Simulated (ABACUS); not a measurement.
**Worked estimates from a calculation on Mg₂ZnO₃ (P-3m1, 6 atoms in the cell; from Materials Project mp-1222123)**

```xyz
6
Lattice="3.0330 0.0000 0.0000 -1.5165 2.6267 0.0000 0.0000 0.0000 7.4033" Properties=species:S:1:pos:R:3 pbc="T T T"
Mg     0.0000     1.7511     4.9291
Mg     1.5165     0.8756     2.4742
Zn     0.0000     0.0000     0.0000
O      0.0000     1.7511     1.2780
O      1.5165     0.8756     6.1254
O      0.0000     0.0000     3.7017
```

Method: ABACUS with PBEsol, numerical atomic orbitals DZP (confined pseudo-atomic orbitals with Gaussian additions; energy shift 0.003 Ry), PseudoDojo 0.4 standard norm-conserving PBEsol (tails mended) pseudopotentials.

Main settings: basis = DZP numerical atomic orbitals, energy shift 0.003 Ry; KPT = Gamma 10 10 4 0 0 0; basis_type = lcao; ecutwfc = 100 Ry; smearing_method = fixed; potentials = PseudoDojo 0.4 standard norm-conserving PBEsol (tails mended); symmetry = 1; ks_solver = genelpa.

The atom-centred basis is finite, which shifts total energies, pressures, gaps and forces against plane waves. The structure comes from a collection of computed structures, made at another level of theory; the collection holds predicted forms beside known ones.

The cell was also run at V = 58.390 Å³ (F = -10264.63812 eV, P = -2.28 GPa) and V = 59.569 Å³ (F = -10264.61007 eV, P = -5.29 GPa), scaled uniformly; the base has V = 58.980 Å³, P = -3.81 GPa and F₀ = -10264.62678 eV.

Problem. Check the pressure against the energies, and estimate the bulk modulus and the volume of zero pressure.

Solution. P = −dF/dV ≈ −(0.02805 eV)/(1.179 Å³) = -0.02379 eV/Å³; times 160.218 GPa per eV/Å³ this is -3.81 GPa, against -3.81 GPa from the stress tensor. B = −V dP/dV ≈ −58.980 × (-3.01 GPa)/(1.179 Å³) = 151 GPa at this volume. The curvature of the energies, B = V (F₊ + F₋ − 2F₀)/(ΔV/2)², gives 146 GPa. To first order the pressure vanishes at V0 ≈ V(1 + P/B) = 57.49 Å³, so all lengths change by about -0.85 %. Shape and fractional positions were held, which usually makes B too large where they are free.

A band-structure run on this density gave a gap of 2.80 eV along the path. From the bottom of the conduction band at Γ toward M, the level moves away from the edge by 0.1794 eV at Δk = 0.1196 Å⁻¹ and by 0.6250 eV at Δk = 0.2392 Å⁻¹. From the top of the valence band at A toward L, the level moves away from the edge by 0.0136 eV at Δk = 0.1196 Å⁻¹ and by 0.0502 eV at Δk = 0.2392 Å⁻¹.

Problem. Estimate the effective masses, and the wavelength of a photon at the gap.

Solution. For a parabola ΔE = ħ²Δk²/(2m*), with ħ²/(2mₑ) = 3.810 eV Å², so m*/mₑ = 3.810 Δk²/ΔE. At the bottom of the conduction band: 3.810 × 0.1196²/0.1794 = 0.30 from the nearer point and 0.35 from the farther. At the top of the valence band: 3.810 × 0.1196²/0.0136 = 4.01 from the nearer point and 4.34 from the farther. Where the two differ the band is not parabolic over this range, and the mass at the edge lies beyond the nearer value. These are masses along one direction, for the outermost band, at this level of theory and without spin-orbit coupling. The gap corresponds to λ = 1239.8 nm eV/2.80 eV = 443 nm (the gap is indirect, so absorption there needs a phonon); semi-local functionals usually give gaps below the measured ones.

The atomic orbitals were generated for these runs; they are not ABACUS's published sets and were checked against plane waves on a few crystals only.

“Tails mended”: in these copies of the files the far tail of each local potential was reset to the Coulomb form.
